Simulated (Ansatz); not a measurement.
A table of calculated 17O parameters

All values are calculated (Ansatz; DFT, PBE, plane waves and PAW, scalar-relativistic, 420 eV cutoff), not measured. Q = -25.58 mb (Pyykkö 2018), I = 5/2. The cells come from the COD and the Materials Project (computed, not necessarily observed phases), with the atoms as given or relaxed (PBE, cell held). Calculated pressures reach 5 GPa in size and forces 0.5 eV/Å in them. Spin–orbit coupling is left out, which moves gradients at and beside heavy atoms (Ba, Bi, Ir) by some per cent and at some sites by far more. At most two sites a crystal are listed; metals, magnetic cells and gradients under 0.03 × 10²¹ V/m² (0.12 where the gap is under 1 eV) that symmetry doesn't force to zero are left out, and those under about 0.1 are uncertain even in sign.

```csv
crystal,space group,first shell of O,C_Q (MHz),η
Ba6LiNb2IrCl2O12,C2/m,1 Nb at 1.93 Å; also 4 Ba at 2.59–3.24 Å,-1.08,0.79
K2Se2O7,C2/c,1 Se at 1.63 Å; also 3 K at 2.73–2.85 Å,-10.7,0.11
K2Se2O7,C2/c,1 Se at 1.63 Å; also 3 K at 2.78–3.14 Å,-10.9,0.15
VBiO4,I4_1/a,1 V at 1.73 Å; also 2 Bi at 2.44–2.49 Å,?,?
BaTiO3,P4mm,"2 Ti at 1.85–2.17 Å, angle 180°; also 4 Ba at 2.83 Å",-0.977,0.00
BaTiO3,P4mm,"2 Ti at 2.00 Å, angle 173°; also 4 Ba at 2.79–2.88 Å",-1.73,0.05
Ba6LiNb2IrCl2O12,C2/m,"1 Li at 2.06 Å, 1 Ir at 2.08 Å, 1 Nb at 2.24 Å; also 3 Ba at 2.57–3.19 Å",-4.80,0.37
MgNb4O10,P1,3 Nb at 1.97–2.28 Å,2.23,0.31
MgNb4O10,P1,"3 Nb at 1.93–2.38 Å, 1 Mg at 2.46 Å",1.87,0.77
CaO,Fm-3m,6 Ca at 2.41 Å,?,?
```

(1) Estimate the withheld values.

## Answers

(1) VBiO4 (1 V at 1.73 Å; also 2 Bi at 2.44–2.49 Å): C_Q = 2.44 MHz, η = 0.34; CaO (6 Ca at 2.41 Å): C_Q = 0 MHz, η = –.

By the number of first neighbours, |C_Q| spans 1.1 to 11 MHz with 1, 0.98 to 1.7 MHz with 2, 2.2 to 4.8 MHz with 3.

In MgNb4O10 small gradients can still move by 0.1 × 10²¹ V/m² or more with the k-mesh.
